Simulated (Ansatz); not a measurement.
TaP in space group I4_1md (No. 109; Ta on 4a, P on 4a), LDA (plane waves, PAW; program Ansatz), all energies at zero smearing, with the estimated change up to a 700 eV cutoff added, with one set of potentials and settings (totals compare only within such a set). Cell of 4 atoms (2 Ta, 2 P): -20822.840 eV.

| element | reference phase | E (eV/atom) |
|---|---|---|
| Ta | Im-3m, 1 atoms in the cell | -9683.3646 |
| P | Cmce, 4 atoms in the cell | -725.9590 |

Formation energy per atom, worked out: (-20822.840 − 2×(-9683.3646) − 2×(-725.9590))/4 = -1.048 eV/atom (-101 kJ per mol of atoms), at 0 K, without zero-point energy or fitted corrections.

The workflow started from a Materials Project entry (that database holds measured and hypothetical structures alike); the Crystallography Open Database copy checked does not list it. COD files the formula under space group No. 141. Its standing as an ambient phase is unchecked. The cell was relaxed with LDA under the symmetry of its start; whether a distortion lowers the energy is not shown. The run is not spin-polarised. The references are the lowest solids computed at this level, not always the standard phases. Spin–orbit coupling is left out wherever it is not named.

Potentials: the earlier of the program's two PAW sets. The files were generated under PBE; for other functionals the program regenerates the frozen cores, and for LDA and PBEsol the local potential too.
